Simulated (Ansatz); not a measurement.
BAs:
```
CELL_PARAMETERS angstrom
      5.88907     0.00000     0.00000
      0.00000     5.88907     0.00000
      0.00000     0.00000     3.38962
ATOMIC_POSITIONS crystal
  B  0.32273 0.67727 0.00000
  B  0.67727 0.32273 0.00000
  B  0.82273 0.82273 0.50000
  B  0.17727 0.17727 0.50000
  As 0.31862 0.31862 0.00000
  As 0.68138 0.68138 0.00000
  As 0.18138 0.81862 0.50000
  As 0.81862 0.18138 0.50000
```

Relaxed with PBE. Special points in fractions of this cell's reciprocal vectors: Γ (0.000, 0.000, 0.000); X (0.000, 0.500, 0.000); M (0.500, 0.500, 0.000); Z (0.000, 0.000, 0.500); R (0.000, 0.500, 0.500); A (0.500, 0.500, 0.500).

**Question.** List the band energies nearest the valence-band maximum at these points for PBE with spin–orbit coupling (plane waves, PAW; program Ansatz).

**Answer.** In eV from the valence-band maximum; about four levels below and three above (degenerate sets whole), none deeper than 8.9 eV; points with the same levels are listed once.

| k | below | above |
|---|---|---|
| Γ | -0.10 -0.10 0.00 0.00 | 1.11 1.11 2.16 2.16 |
| X | -1.35 -1.35 -1.35 -1.35 | 1.97 1.97 1.97 1.97 |
| M | -2.21 -2.21 -2.21 -2.21 | 2.35 2.35 2.35 2.35 |
| Z | -3.45 -3.45 -3.45 -3.45 | 1.78 1.78 1.78 1.78 |
| R | -2.08 -2.08 -2.06 -2.06 | 1.49 1.49 1.49 1.49 |
| A | -2.71 -2.71 -2.71 -2.71 | 1.07 1.07 1.07 1.07 |

Space group P4_2/mnm. The start of the workflow was typed in or built on a structure type; neither database checked (COD, Materials Project) lists it. It is not the phase usual at ambient conditions (space group No. 216). The PBE relaxation kept the symmetry of its start; its stability against distortions is not shown here.

Potentials: the earlier of the program's two PAW sets.
